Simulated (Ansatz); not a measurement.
The slice is one period of a {110} plane through atoms; its size isn't given.

These are r2SCAN (plane waves to 500 eV, PAW, scalar-relativistic; Ansatz, a first-principles code) values and carry that method's errors. Inside the PAW spheres the values are not all-electron values, and peaks at nuclei hang on which shells count as valence.

```
|@@@@%*=:.....:=*%@@@|
|@@@@#+-..   ..-+#@@@|
|@@@%*=:.     .:=*%@@|
|%%#*+-.       .-+*#%|
|**+=-:.       .:-=+*|
|===-:.         .:-==|
|---::.         .::--|
|==--:..       ..:--=|
|===--:..     ..:--==|
|*++==-:..   ..:-==++|
|***+=-::.   .::-=+**|
|###*+=-:.. ..:-=+*##|
|###*+=-:.....:-=+*##|
|###**=-:.....:-=**##|
|###*+=-:.....:-=+*##|
|###*+=-:.. ..:-=+*##|
|***+=-::.   .::-=+**|
|*++==-:..   ..:-==++|
|===--:..     ..:--==|
|==--:..       ..:--=|
|---::.         .::--|
|===-:.         .:-==|
|**+=-:.       .:-=+*|
|%%#*+-.       .-+*#%|
|@@@%*=:.     .:=*%@@|
|@@@@#+-..   ..-+#@@@|
|@@@@%*=:.....:=*%@@@|
|%@@@%*=:.....:=*%@@@|
```
Scale: ten equal steps from -0.97 (start of ' ') to 0.62 (end of '@'), in the order ' .:-=+*#%@'. Values: log₁₀ of the valence density in e/Å³. The map has 20 points along u (one character each, u = 0 at the left) and 28 along v (v = 0 in the bottom row). The scale is logarithmic, as a density can span decades between atoms and voids.

```
|xxx@@#:   .   :#@@xx|
|xxx@@*.  ...  .*@@xx|
|@@@@#-   ...   -#@@@|
|@@@#=.   ...   .=#@@|
|##+-.    ...    .-+#|
|-::.    .....    .::|
|:::...............::|
|+++++=--:...:--=++++|
|@%%%%#*=:...:=*#%%%%|
|@@@@@%#+-:.:-+#%@@@@|
|%%@@@@%*-:.:-*%@@@@%|
|xxx@@@%*=:.:-*%@@@xx|
|xxx%@@%*=:.:=*%@@%xx|
|xxxx@@%*=:.:=*%@@xxx|
|xxx%@@%*=:.:=*%@@%xx|
|xxx@@@%*-:.:=*%@@@xx|
|%%@@@@%*-:.:-*%@@@@%|
|@@@@@%#+-:.:-+#%@@@@|
|@%%%%#*=:...:=*#%%%%|
|+++++=--:...:--=++++|
|:::...............::|
|-::.    .....    .::|
|##+-.    ...    .-+#|
|@@@#=.   ...   .=#@@|
|@@@@#-   ...   -#@@@|
|xxx@@*.  ...  .*@@xx|
|xxx@@#:   .   :#@@xx|
|xxxx@#-   .   -#@xxx|
```
Scale: ten equal steps from 0.07 (start of ' ') to 0.81 (end of '@'), in the order ' .:-=+*#%@'. Values: electron localisation function (ELF). The map has 20 points along u (one character each, u = 0 at the left) and 28 along v (v = 0 in the bottom row). Points within 0.5 Å of a nucleus are blanked (x), as the pseudised field means little there.

Problem. Which relaxed crystal do these maps come from?
A) TiC (rock salt)
B) PbTe (rock salt)
C) ZrC (rock salt)
D) PbSe (rock salt)

Solution. C, ZrC (rock salt). Atoms on the slice: Zr at (0.00, 0.00); C at (0.00, 0.50)

All were relaxed with their symmetry unable to fall. Spin-orbit coupling is left out. TiC is run without spin polarisation. ZrC is run without spin polarisation.
